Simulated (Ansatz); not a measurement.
In$_{3}$SbTe$_{2}$:
```xyz
6
Lattice="-2.1613 3.0481 6.4800 2.1613 -3.0481 6.4800 2.1613 3.0481 -6.4800" Properties=species:S:1:pos:R:3 pbc="T T T"
In     0.0000     0.0000     0.0000
In     0.0000     0.0000     8.5472
In     0.0000     0.0000     4.4128
Sb     0.0000     3.0481     0.0000
Te     2.1613     0.0000     2.2218
Te     0.0000     3.0481     4.2582
```

Relaxed with PBEsol. Special points in fractions of this cell's reciprocal vectors: Γ (0.000, 0.000, 0.000); X (0.500, 0.500, -0.500); F2 (0.278, 0.722, -0.278); Σ0 (-0.278, 0.278, 0.278); Y0 (0.305, -0.305, 0.305); U0 (0.695, 0.305, -0.305); R (0.000, 0.500, 0.000); W (0.250, 0.250, 0.250); S (0.500, 0.000, 0.000); T (0.000, 0.000, 0.500).

Q: List the band energies nearest the Fermi level at these points for plane-wave PAW PBEsol (Ansatz code).

A: In eV from the Fermi level; about four levels below and three above (degenerate sets whole), none deeper than 8.9 eV; points with the same levels are listed once.

```tsv
k	below	above
Γ	-1.01 -0.87 -0.56 -0.20	4.21 4.23 4.44
X	-2.56 -1.93 -0.96 -0.05	1.67 2.09 2.52
F2	-2.39 -2.13 -2.02 -1.18	0.38 3.17 3.24
Y0	-1.37 -0.92 -0.60 -0.51	1.34 1.67 2.27
R	-2.65 -2.51 -2.08 -0.02	0.46 2.86 3.24
W	-2.36 -1.79 -1.53 -1.51	0.58 0.88 1.66
S	-1.83 -1.46 -0.85 -0.53	0.08 0.38 1.49
T	-3.22 -3.00 -0.84 -0.69	0.50 1.42 1.44
```

Space group Immm. The workflow started from a Materials Project entry (that database holds measured and hypothetical structures alike); the Crystallography Open Database copy checked does not list it. Its standing as an ambient phase is unchecked. The cell was relaxed with PBEsol under the symmetry of its start; its stability against distortions is not shown here. Scalar-relativistic: spin–orbit coupling is off unless named, which matters more the heavier the elements.

Potentials: the later of the program's two PAW sets.
